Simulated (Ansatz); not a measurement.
The calculation used DFT PBE, scalar-relativistic, plane waves, PAW (Ansatz). Settings: cutoff 420 eV, Γ-centred meshes spaced at most about 0.3 Å⁻¹, and about 0.25 Å⁻¹ or finer for metals (2π included), Gaussian smearing. No spin polarisation in the final relaxations.

All energies are static (0 K, no zero-point motion).

Two forms of Sn4Se were relaxed alike.

A. Space group Fd-3m (No. 227), cubic, a = 10.842 Å. Sn has 1 Se at 2.73 Å and 3 Sn at 3.21 Å; Se has 4 Sn at 2.73 Å.

B. Space group Im-3m (No. 229), cubic, a = 6.804 Å. Sn is surrounded by 2 Se at 2.95 Å and 6 Sn at 3.40 Å; Se is surrounded by 8 Sn at 2.95 Å.

Question: Which would you expect to be lower, and how large is the difference?

Answer: A is lower, by 18 meV/atom. A has space group Fd-3m (No. 227), 31.9 Å³/atom and no gap on its mesh; B has space group Im-3m (No. 229), 31.5 Å³/atom and no gap. Counting Sn atoms around Se (those within 1.25 times the shortest such distance or 1.15 times the sum of covalent radii), A has Se 4 and B has Se 8. Even the lower one lies +0.16 eV/atom against the reference forms of the elements (uncorrected), so neither is stable at this level. Both come from invented guesses.

Cells relaxed within their symmetry can be saddle points.
